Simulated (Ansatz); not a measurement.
The calculation used DFT PBE, scalar-relativistic, plane waves, PAW in Ansatz 0.2.0. All cells share a 420 eV cutoff and Γ-centred k meshes spaced at most about 0.3 Å⁻¹ (about 0.25 or finer for metals, 2π included). No spin polarisation in the final relaxations.

These are static total energies at zero pressure. All come from trial cells, and lower structures may exist.

**Question.** Which of these relaxed structures of Li₂B₂Br is the lowest in energy?
1. Space group P4/mmm (No. 123), tetragonal, a = 2.986 Å, c = 7.343 Å. Li is surrounded by 4 B at 2.52 Å, 4 Br at 2.68 Å, 4 Li at 2.99 Å and 1 Li at 3.29 Å; B is surrounded by 4 B at 2.11 Å and 4 Li at 2.52 Å; Br has 8 Li at 2.68 Å and 4 Br at 2.99 Å.
2. Space group P6/mmm (No. 191), hexagonal, a = 3.910 Å, c = 5.246 Å. Li is surrounded by 3 Br at 2.26 Å, 3 Li at 2.26 Å and 2 B at 2.62 Å; B has 3 B at 2.26 Å and 2 Li at 2.62 Å; Br is surrounded by 6 Li at 2.26 Å.
3. Space group P4/mmm (No. 123), tetragonal, a = 3.917 Å, c = 5.669 Å. Li on its first site has 4 B at 1.96 Å and 2 Br at 2.83 Å; around Li on its second site lie 4 Br at 2.77 Å; around B lie 2 Li at 1.96 Å; around Br lie 6 Li at 2.77–2.83 Å.

**Answer.** 1. It has space group P4/mmm (No. 123); the next, 2, with space group P6/mmm (No. 191), lies 0.56 eV/atom higher. Counting B or Br atoms around Li (for each partner element, those within 1.25 times its shortest distance or 1.15 times the sum of covalent radii, where it is the nearest in units of that sum or under 1.3; a plus sign parts groups by distance over the sum of covalent radii), the lowest has Li 8 and the next has Li 3+2. Even the lowest lies +0.26 eV/atom against the elements.

A magnetic state wasn't ruled out in cells without spin, among them P4/mmm at 13.1 Å³/atom, P6/mmm, P4/mmm at 17.4 Å³/atom. Cells relaxed within their symmetry can be saddle points. Some types were kept out of the candidates beforehand, so the set may lack a known form.
